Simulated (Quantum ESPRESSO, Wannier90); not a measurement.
**GaS (R-3m): Wannier90 run**

Structure: Materials Project mp-9889, symmetrised, not relaxed again. Not found in the COD (Crystallography Open Database) copy used, which has the formula in other groups; not checked further. Level: LDA, no spin polarisation, no spin-orbit coupling; pw.x of Quantum ESPRESSO at 64 Ry with PseudoDojo potentials, 8×8×8 k-points, Wannier90. Density: 10×10×10 mesh, cold smearing 0.01 Ry. The cell is built of weakly bound layers, chains or molecules, whose nearest atoms lie 4.00 Å apart. Database cells relaxed without dispersion often hold them too far apart, which can enlarge gaps and weakens couplings between them; spacing and stacking were not compared with the measured crystal.

On the energy scale of pw.x, whose zero is arbitrary, the valence-band maximum lies at 6.00 eV.

Input w.win:

```
num_bands = 9
num_wann = 9
exclude_bands = 1-10,20-36
num_iter = 1000
conv_tol = 1.0e-6
conv_window = 4
write_hr = true
write_u_matrices = true
begin projections
f=-0.3783,0.1331,0.4648:s
f=-0.3460,-0.0835,0.2670:s
f=-0.2646,-0.2424,0.4122:s
f=0.2615,-0.3534,-0.3021:s
f=-0.1908,-0.1484,-0.1446:s
f=-0.1385,-0.1961,-0.0737:s
f=0.0580,-0.0152,0.2017:s
f=-0.2346,0.2998,0.3974:s
f=-0.0651,-0.0739,-0.0282:s
end projections
begin unit_cell_cart
ang
   -1.8018249034    3.1208522790    0.0000000000
   -3.6036498067    0.0000000000    0.0000000000
   -1.8018249034    1.0402840930    7.9893070000
end unit_cell_cart
begin atoms_frac
Ga   0.0508200000  0.0508200000 -0.1524600000
Ga  -0.0508200000 -0.0508200000  0.1524600000
S   -0.2380530000 -0.2380530000 -0.2858410000
S    0.2380530000  0.2380530000  0.2858410000
end atoms_frac
mp_grid = 8 8 8
begin kpoints
0.0000000000 0.0000000000 0.0000000000
0.0000000000 0.0000000000 0.1250000000
0.0000000000 0.0000000000 0.2500000000
... (509 more lines: the 8x8x8 mesh through Gamma)
end kpoints
```

Input of pw2wannier90.x that gives the overlap and projection files (equivalent; here they were cut from one run over all bands):

```
&inputpp
  outdir = './out'
  prefix = 'pwscf'
  seedname = 'w'
  write_amn = .true.
  write_mmn = .true.
/
```

Output w.wout (banner and timings cut):

```
                                    ------
                                    SYSTEM
                                    ------

                              Lattice Vectors (Ang)
                    a_1    -1.801825   3.120852   0.000000
                    a_2    -3.603650   0.000000   0.000000
                    a_3    -1.801825   1.040284   7.989307

                   Unit Cell Volume:      89.85141  (Ang^3)

                        Reciprocal-Space Vectors (Ang^-1)
                    b_1     0.000000   2.013291  -0.262150
                    b_2    -1.743562  -1.006646  -0.262150
                    b_3     0.000000   0.000000   0.786449

 *----------------------------------------------------------------------------*
 |   Site       Fractional Coordinate          Cartesian Coordinate (Ang)     |
 +----------------------------------------------------------------------------+
 | ga   1   0.05082   0.05082  -0.15246   |    0.00000   0.00000  -1.21805    |
 | ga   2  -0.05082  -0.05082   0.15246   |   -0.00000   0.00000   1.21805    |
 | s    1  -0.23805  -0.23805  -0.28584   |    1.80182  -1.04028  -2.28367    |
 | s    2   0.23805   0.23805   0.28584   |   -1.80182   1.04028   2.28367    |
 *----------------------------------------------------------------------------*
                                ------------
                                K-POINT GRID
                                ------------

             Grid size =  8 x  8 x  8      Total points =  512

 *---------------------------------- MAIN ------------------------------------*
 |  Number of Wannier Functions               :                 9             |
 |  Number of Objective Wannier Functions     :                 9             |
 |  Number of input Bloch states              :                 9             |
 |  Output verbosity (1=low, 5=high)          :                 1             |
 |  Timing Level (1=low, 5=high)              :                 1             |
 |  Optimisation (0=memory, 3=speed)          :                 3             |
 |  Length Unit                               :               Ang             |
 |  Post-processing setup (write *.nnkp)      :                 F             |
 |  Using Gamma-only branch of algorithms     :                 F             |
 *----------------------------------------------------------------------------*
 *------------------------------- WANNIERISE ---------------------------------*
 |  Total number of iterations                :              1000             |
 |  Number of CG steps before reset           :                 5             |
 |  Trial step length for line search         :             2.000             |
 |  Convergence tolerence                     :         0.100E-05             |
 |  Convergence window                        :                 4             |
 |  Iterations between writing output         :                 1             |
 |  Iterations between backing up to disk     :               100             |
 |  Write r^2_nm to file                      :                 F             |
 |  Write xyz WF centres to file              :                 F             |
 |  Write on-site energies <0n|H|0n> to file  :                 F             |
 |  Use guiding centre to control phases      :                 F             |
 |  Use phases for initial projections        :                 F             |
 *----------------------------------------------------------------------------*
 *-------------------------------- PLOTTING ----------------------------------*
 |  Plotting Hamiltonian in WF basis          :                 T             |
 *----------------------------------------------------------------------------*

 *---------------------------------- K-MESH ----------------------------------*
 +----------------------------------------------------------------------------+
 |                    Distance to Nearest-Neighbour Shells                    |
 |                    ------------------------------------                    |
 |          Shell             Distance (Ang^-1)          Multiplicity         |
 |          -----             -----------------          ------------         |
 |             1                   0.098306                      2            |
 |             2                   0.196612                      2            |
 |             3                   0.253786                      6            |
 |             4                   0.260055                      6            |
 |             5                   0.283750                      6            |
 |             6                   0.294919                      2            |
 |             7                   0.300297                      6            |
 |             8                   0.340513                      6            |
       ... (lines left out)
 +----------------------------------------------------------------------------+
 | The b-vectors are chosen automatically                                     |
 | The following shells are used:                       1,  3                 |
 +----------------------------------------------------------------------------+
 |                        Shell   # Nearest-Neighbours                        |
 |                        -----   --------------------                        |
 |                          1               2                                 |
 |                          2               6                                 |
 +----------------------------------------------------------------------------+
 | Completeness relation is fully satisfied [Eq. (B1), PRB 56, 12847 (1997)]  |
 +----------------------------------------------------------------------------+
 |                  b_k Vectors (Ang^-1) and Weights (Ang^2)                  |
 |                  ----------------------------------------                  |
 |            No.         b_k(x)      b_k(y)      b_k(z)        w_b           |
 |            ---        --------------------------------     --------        |
 |             1         0.000000    0.000000    0.098306    49.983478        |
 |             2         0.000000    0.000000   -0.098306    49.983478        |
 |             3        -0.217945   -0.125831   -0.032769     5.263146        |
 |             4         0.000000    0.251661   -0.032769     5.263146        |
 |             5        -0.217945    0.125831    0.032769     5.263146        |
 |             6         0.217945    0.125831    0.032769     5.263146        |
 |             7         0.000000   -0.251661    0.032769     5.263146        |
 |             8         0.217945   -0.125831   -0.032769     5.263146        |
 +----------------------------------------------------------------------------+
 |                           b_k Directions (Ang^-1)                          |
 |                           -----------------------                          |
 |            No.           x           y           z                         |
 |            ---        --------------------------------                     |
 |             1         0.000000    0.000000    0.098306                     |
 |             2        -0.217945   -0.125831   -0.032769                     |
 |             3         0.000000    0.251661   -0.032769                     |
 |             4        -0.217945    0.125831    0.032769                     |
 +----------------------------------------------------------------------------+

 Starting a new Wannier90 calculation ...

 Reading overlaps from w.mmn

 Reading projections from w.amn

 *------------------------------- WANNIERISE ---------------------------------*
 +--------------------------------------------------------------------+<-- CONV
 | Iter  Delta Spread     RMS Gradient      Spread (Ang^2)            |<-- CONV
 +--------------------------------------------------------------------+<-- CONV

 ------------------------------------------------------------------------------
 Initial State
  WF centre and spread    1  ( -0.124104, -0.561409,  4.674776 )    13.69344764
  WF centre and spread    2  (  0.116892, -1.215635,  2.097986 )     3.65408545
  WF centre and spread    3  (  0.629283, -0.082246,  2.649943 )    18.21975900
  WF centre and spread    4  (  1.302125,  0.038610, -2.152706 )     4.72559848
  WF centre and spread    5  (  1.052932, -1.049620, -1.634786 )     7.82021581
  WF centre and spread    6  (  0.404491, -1.037971, -1.378414 )    26.41740721
  WF centre and spread    7  ( -0.804969,  0.733059,  1.817082 )     4.47541327
  WF centre and spread    8  ( -1.527854,  0.837395,  2.598797 )    10.24514901
  WF centre and spread    9  ( -0.083207, -0.138394, -0.299843 )     7.48051668
  Sum of centres and spreads (  0.965590, -2.476211,  8.372835 )    96.73159256

      0     0.967E+02     0.0000000000       96.7315925627  <-- CONV
        O_D=     17.1195649 O_OD=     64.7668496 O_TOT=     96.7315926 <-- SPRD
 ------------------------------------------------------------------------------
      1    -0.112E+02     4.9691634455       85.5181620013  <-- CONV
        O_D=     11.3208670 O_OD=     59.3521169 O_TOT=     85.5181620 <-- SPRD
      2    -0.115E+02     3.7915528173       74.0667098325  <-- CONV
        O_D=      9.0437465 O_OD=     50.1777852 O_TOT=     74.0667098 <-- SPRD
      3    -0.565E+01     3.9812291437       68.4216874498  <-- CONV
        O_D=      7.4163016 O_OD=     46.1602078 O_TOT=     68.4216874 <-- SPRD
      4    -0.493E+01     3.6412569758       63.4943810273  <-- CONV
        O_D=      6.6650967 O_OD=     41.9841062 O_TOT=     63.4943810 <-- SPRD
      5    -0.472E+01     3.3052668145       58.7748002594  <-- CONV
        O_D=      6.2926170 O_OD=     37.6370052 O_TOT=     58.7748003 <-- SPRD
       ... (lines left out)
    100    -0.404E-02     1.6673159020       18.2875997255  <-- CONV
        O_D=      0.0290759 O_OD=      3.4133457 O_TOT=     18.2875997 <-- SPRD
       ... (lines left out)
    200    -0.580E-04     0.3101272607       18.2624557480  <-- CONV
        O_D=      0.0263870 O_OD=      3.3908906 O_TOT=     18.2624557 <-- SPRD
       ... (lines left out)
    300    -0.188E-02     0.8855195738       18.2804330940  <-- CONV
        O_D=      0.0283802 O_OD=      3.4068748 O_TOT=     18.2804331 <-- SPRD
       ... (lines left out)
    400    -0.555E-02     0.1139617490       16.7217516701  <-- CONV
        O_D=      0.0252181 O_OD=      1.8513555 O_TOT=     16.7217517 <-- SPRD
       ... (lines left out)
    500    -0.194E-02     0.0445001878       16.1779501977  <-- CONV
        O_D=      0.0232465 O_OD=      1.3095256 O_TOT=     16.1779502 <-- SPRD
       ... (lines left out)
    600    -0.452E-04     0.0064950064       16.1278846820  <-- CONV
        O_D=      0.0222665 O_OD=      1.2604401 O_TOT=     16.1278847 <-- SPRD
       ... (lines left out)
    700    -0.263E-05     0.0024458200       16.1265042482  <-- CONV
        O_D=      0.0222316 O_OD=      1.2590945 O_TOT=     16.1265042 <-- SPRD
       ... (lines left out)
    728    -0.891E-06     0.0009438365       16.1264626056  <-- CONV
        O_D=      0.0222302 O_OD=      1.2590544 O_TOT=     16.1264626 <-- SPRD
    729    -0.754E-06     0.0009392234       16.1264618519  <-- CONV
        O_D=      0.0222303 O_OD=      1.2590534 O_TOT=     16.1264619 <-- SPRD
    730    -0.724E-06     0.0011885714       16.1264611282  <-- CONV
        O_D=      0.0222301 O_OD=      1.2590529 O_TOT=     16.1264611 <-- SPRD
             <<<     Delta < 1.000E-06  over  4 iterations     >>>
             <<< Wannierisation convergence criteria satisfied >>>
 Final State
  WF centre and spread    1  ( -0.000501, -0.001539,  5.369689 )     1.70259306
  WF centre and spread    2  ( -0.000073, -1.380718,  1.873701 )     1.75624330
  WF centre and spread    3  (  1.195717,  0.690452,  1.873625 )     1.75629459
  WF centre and spread    4  (  1.802108, -1.739369, -1.871879 )     1.75767054
  WF centre and spread    5  (  1.195835, -0.690124, -1.873785 )     1.75618314
  WF centre and spread    6  ( -1.195614, -0.689810, -1.874703 )     1.75553782
  WF centre and spread    7  ( -1.195941,  0.690486,  1.873095 )     1.75668403
  WF centre and spread    8  ( -1.801531,  1.040066,  2.619566 )     1.70273313
  WF centre and spread    9  ( -0.000000, -0.000001, -0.000000 )     2.18252152
  Sum of centres and spreads (  0.000001, -2.080556,  7.989307 )    16.12646113

         Spreads (Ang^2)       Omega I      =    14.845178095
        ================       Omega D      =     0.022230122
                               Omega OD     =     1.259052912
    Final Spread (Ang^2)       Omega Total  =    16.126461128
```
